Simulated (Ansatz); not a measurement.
## Two states of Y2TiO4

```xyz
7
Lattice="0.0000 3.7440 0.0000 3.7440 0.0000 0.0000 1.8720 1.8720 -6.1426" Properties=species:S:1:pos:R:3 pbc="T T T"
Y     1.8720    1.8720   -1.7961
Y     3.7440    3.7440   -4.3465
Ti    0.0000    0.0000    0.0000
O     0.0000    1.8720    0.0000
O     1.8720    0.0000    0.0000
O     1.8720    1.8720   -4.1401
O     3.7440    3.7440   -2.0025
```

Single point in Ansatz 0.2.0 with r2SCAN. Cutoff 500 eV, PAW datasets, 5×5×5 Γ-centred k mesh, tetrahedron filling.

State A: no moments (no spin polarisation). State B: Ti3 up (collinear spin).

Problem. Which state is lower, and how do they differ?

Solution. State B is lower by 4.5 meV an atom at zero smearing. So small a gap isn't resolved on this mesh where a state is a metal.

```csv
state,free energy (meV/atom),largest moment in a small sphere (μB),net moment (μB/cell),gap on mesh (eV),pressure (GPa),largest force (eV/Å)
A,4.5,0.00,0.00,metal,3.7,2.01
B,0.0,0.48,1.14,metal,4.6,2.21
```

Origin: a known structure type with other elements, at an estimated volume, so it need not be a known compound. Caveats: empty levels are not fully converged; the k mesh is coarse if the cell is a metal; atoms or cell far from equilibrium; forces and stress under tetrahedra may miss the slope of the energy; correlation that this level lacks may open a gap in such a compound.
